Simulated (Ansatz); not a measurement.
# How long does this Ansatz run take?

```yaml
crystal:
  lattice:
    - [6.152, 0.0, 0.0]
    - [-4.614, 7.991682426, 0.0]
    - [0.0, 0.0, 10.096]
  atoms:
    - { symbol: Si, position: [0.1666666666, 0.2222222222, 0.0] }
    - { symbol: Si, position: [0.1666666666, 0.2222222222, 0.5] }
    - { symbol: Si, position: [0.1666666666, 0.5555555556, 0.0] }
    - { symbol: Si, position: [0.1666666666, 0.5555555556, 0.5] }
    - { symbol: Si, position: [0.1666666666, 0.8888888889, 0.0] }
    - { symbol: Si, position: [0.1666666666, 0.8888888889, 0.5] }
    - { symbol: Si, position: [0.6666666666, 0.2222222222, 0.0] }
    - { symbol: Si, position: [0.6666666666, 0.2222222222, 0.5] }
    - { symbol: Si, position: [0.6666666666, 0.5555555556, 0.0] }
    - { symbol: Si, position: [0.6666666666, 0.5555555556, 0.5] }
    - { symbol: Si, position: [0.6666666666, 0.8888888889, 0.0] }
    - { symbol: Si, position: [0.6666666666, 0.8888888889, 0.5] }
    - { symbol: Si, position: [0.3333333334, 0.1111111111, 0.25] }
    - { symbol: Si, position: [0.3333333334, 0.1111111111, 0.75] }
    - { symbol: Si, position: [0.3333333334, 0.4444444444, 0.25] }
    - { symbol: Si, position: [0.3333333334, 0.4444444444, 0.75] }
    - { symbol: Si, position: [0.3333333334, 0.7777777778, 0.25] }
    - { symbol: Si, position: [0.3333333334, 0.7777777778, 0.75] }
    - { symbol: Si, position: [0.8333333334, 0.1111111111, 0.25] }
    - { symbol: Si, position: [0.8333333334, 0.1111111111, 0.75] }
    - { symbol: Si, position: [0.8333333334, 0.4444444444, 0.25] }
    - { symbol: Si, position: [0.8333333334, 0.4444444444, 0.75] }
    - { symbol: Si, position: [0.8333333334, 0.7777777778, 0.25] }
    - { symbol: Si, position: [0.8333333334, 0.7777777778, 0.75] }
    - { symbol: Nb, position: [0.1666666666, 0.2222222222, 0.1925] }
    - { symbol: C, position: [0.1666666666, 0.2222222222, 0.6925] }
    - { symbol: C, position: [0.1666666666, 0.5555555556, 0.1925] }
    - { symbol: C, position: [0.1666666666, 0.5555555556, 0.6925] }
    - { symbol: C, position: [0.1666666666, 0.8888888889, 0.1925] }
    - { symbol: C, position: [0.1666666666, 0.8888888889, 0.6925] }
    - { symbol: C, position: [0.6666666666, 0.2222222222, 0.1925] }
    - { symbol: C, position: [0.6666666666, 0.2222222222, 0.6925] }
    - { symbol: C, position: [0.6666666666, 0.5555555556, 0.1925] }
    - { symbol: C, position: [0.6666666666, 0.5555555556, 0.6925] }
    - { symbol: C, position: [0.6666666666, 0.8888888889, 0.1925] }
    - { symbol: C, position: [0.6666666666, 0.8888888889, 0.6925] }
    - { symbol: C, position: [0.3333333334, 0.1111111111, 0.4425] }
    - { symbol: C, position: [0.3333333334, 0.1111111111, 0.9425] }
    - { symbol: C, position: [0.3333333334, 0.4444444444, 0.4425] }
    - { symbol: C, position: [0.3333333334, 0.4444444444, 0.9425] }
    - { symbol: C, position: [0.3333333334, 0.7777777778, 0.4425] }
    - { symbol: C, position: [0.3333333334, 0.7777777778, 0.9425] }
    - { symbol: C, position: [0.8333333334, 0.1111111111, 0.4425] }
    - { symbol: C, position: [0.8333333334, 0.1111111111, 0.9425] }
    - { symbol: C, position: [0.8333333334, 0.4444444444, 0.4425] }
    - { symbol: C, position: [0.8333333334, 0.4444444444, 0.9425] }
    - { symbol: C, position: [0.8333333334, 0.7777777778, 0.4425] }
    - { symbol: C, position: [0.8333333334, 0.7777777778, 0.9425] }
total_charge: 1
kpoints:
  mp_grid: { grid: [4, 3, 2] }
scf:
  occupations: { method: fermi_dirac, width: 0.01 }
hamiltonian:
  xc: pbe
  pseudopotentials: { kind: paw }
output:
  forces: true
  stress: true
  populations: true
  efg: { quadrupole_moments_barn: { Nb: -0.32 }, contact_densities: true }
```

```sh
ansatz run input.yaml --threads 1 --pin off --max-ram 3072MiB --backend cpu --events-out ev --progress --plain --runs-dir out
```

It runs on 1 thread of Arm Neoverse V1 (aarch64; 8 cores open to the job, memory cap 3.0 GiB, no GPU), a shared host with a load of 0.3 a core.

**Question.** How much time and memory should be set aside?

**Answer.** About 3.3 min of wall time (3.3 min of CPU time) and 1.3 GiB. The run holds 200 valence electrons in 148 bands, about 9697 plane waves a k-point and 14 irreducible k-points, and took 11 SCF iterations. Times on a shared host vary by tens of per cent.
